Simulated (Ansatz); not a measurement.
La2O3:
```xyz
5
Lattice="3.9353 0.0000 0.0000 -1.9677 3.4081 0.0000 0.0000 0.0000 6.1255" Properties=species:S:1:pos:R:3 pbc="T T T"
La     1.9677     1.1360     4.6179
La     0.0000     2.2721     1.5076
O      1.9677     1.1360     2.1675
O      0.0000     2.2721     3.9579
O      0.0000     0.0000     0.0000
```

Relaxed with r²SCAN. Special points in fractions of this cell's reciprocal vectors: Γ (0.000, 0.000, 0.000); M (0.500, 0.000, 0.000); K (0.333, 0.333, 0.000); A (0.000, 0.000, 0.500); L (0.500, 0.000, 0.500); H (0.333, 0.333, 0.500).

Task: List the band energies nearest the valence-band maximum at these points for DFT-r²SCAN with spin–orbit coupling in the program Ansatz with PAW potentials.

Result: In eV from the valence-band maximum; about four levels below and three above (degenerate sets whole), none deeper than 8.9 eV; points with the same levels are listed once.

| k | below | above |
|---|---|---|
| Γ | -0.37 -0.37 -0.13 -0.13 | 4.75 4.75 5.07 5.07 |
| M | -0.43 -0.43 -0.29 -0.29 | 4.27 4.27 5.21 5.21 |
| K | -0.81 -0.81 -0.12 -0.12 | 4.21 4.21 5.25 5.25 |
| A | -0.35 -0.35 -0.25 -0.25 | 5.18 5.18 5.22 5.22 |
| L | -0.38 -0.38 0.00 0.00 | 4.88 4.88 5.05 5.05 |
| H | -0.30 -0.30 -0.30 -0.30 -0.20 -0.20 | 4.64 4.64 5.31 5.31 |

Space group P-3m1 (La2O3 or Ni2Al3 type). Symmetry was held in the r²SCAN relaxation; of distortions, only those at the zone centre were tested.

Potentials: the earlier of the program's two PAW sets.
